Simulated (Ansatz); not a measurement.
This cell of Sn₄Pt (space group Ccce) is off equilibrium:

```
CELL_PARAMETERS angstrom
      3.26485    -5.79673     0.00000
      3.26485     5.79673     0.00000
      0.00000     0.00000     6.51401
ATOMIC_POSITIONS crystal
  Sn 0.95676 0.70865 0.16679
  Sn 0.04324 0.29135 0.16679
  Sn 0.70865 0.95676 0.83321
  Sn 0.29135 0.04324 0.83321
  Sn 0.54324 0.79135 0.33321
  Sn 0.45676 0.20865 0.33321
  Sn 0.79135 0.54324 0.66679
  Sn 0.20865 0.45676 0.66679
  Pt 0.50000 0.50000 0.00000
  Pt 0.00000 0.00000 0.50000
```

Calculation: PBEsol (plane waves to 420 eV, PAW, scalar-relativistic; Ansatz, an electronic-structure program). k mesh 9×9×8 (Γ-centred), Fermi-Dirac smearing 0.05 eV. The energy includes the smearing's −TS. Stress and pressure are positive under compression. Sn4Pt is run without spin polarisation. Sn4Pt was relaxed with its symmetry unable to fall. Spin-orbit coupling is left out, though Pt is heavy.

Problem. Give the stress tensor in GPa and the pressure.

Solution. 
```
   -3.2      0.0      0.0
    0.0     -2.9      0.0
    0.0      0.0     -3.2
```
The pressure, a third of the trace, is -3.1 GPa.

Problem. It is the relaxed cell scaled evenly to V/V₀ = 1.050, atoms relaxed where free. What is its energy relative to the relaxed cell?

Solution. 12 meV/atom.

(A scan under strain: stresses follow from slopes of the energy per volume, elastic moduli from its curvatures.)
